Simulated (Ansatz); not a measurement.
Input:

TePb:
```yaml
crystal:
  lattice:
    - [0.00000, 3.19017, 3.19017]
    - [3.19017, 0.00000, 3.19017]
    - [3.19017, 3.19017, 0.00000]
  atoms:
    - { symbol: Te, position: [0.00000, 0.00000, 0.00000] }
    - { symbol: Pb, position: [0.50000, 0.50000, 0.50000] }
```

This is the LDA-relaxed structure.

Question: All from LDA (plane waves, PAW; program Ansatz), unless another level is named. Estimate the Poisson's ratio.

Answer: 0.25.

Question: And the elastic constants (relaxed ions, GPa)?

Answer: C11 = 137, C12 = 4.8, C44 = 15.8.

Space group Fm-3m (rock salt). The LDA relaxation kept the symmetry of its start; of distortions, only those at the zone centre were tested. Scalar-relativistic: spin–orbit coupling is off unless named, which matters more the heavier the elements.

Potentials: the later of the program's two PAW sets.
